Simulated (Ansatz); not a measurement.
## Bi₂Os, a known structure type with other elements, at an estimated volume

```
Os Bi
1.0
     0.00000    3.35954    0.00000
     3.35954    0.00000    0.00000
     1.67977    1.67977   -6.48675
Os Bi
1 2
Direct
  0.00000 0.00000 0.00000
  0.36300 0.36300 0.27400
  0.63700 0.63700 0.72600
```

The numbers come from plane-wave PAW DFT (Ansatz): PBEsol, no spin polarisation, 420 eV, 10×10×10 Γ-centred k points, fermi-dirac occupations (width 0.1 eV). Nothing was relaxed.

**Charges.** Bader charges in e: Bi +0.31, Os -0.62. In the mean Bi gives up most and Os takes most.
**Contacts.** Os–Bi at 2.97 Å: least valence density 0.31 e/Å³ and ELF 0.38 there. Os–Os at 3.36 Å: least valence density 0.19 e/Å³ and ELF 0.37 there. Bi–Bi at 3.36 Å: least valence density 0.16 e/Å³ and ELF 0.20 there. These are pseudo-fields; inside the PAW spheres they differ from the all-electron ones.
**Stress.** The pressure is -6.7 GPa (compression positive), so with the atoms held at these fractions the cell would first shrink. The principal stresses -7.9, -7.9, -4.4 GPa differ, so its shape would change too.
**Electronic structure.** It is a metal, with about 1.6 states/eV a cell as the mean within 0.25 eV of the Fermi level, mostly Os d (61 %) and Bi p (33 %).

Origin: a known structure type with other elements, at an estimated volume, so it need not be a known compound.
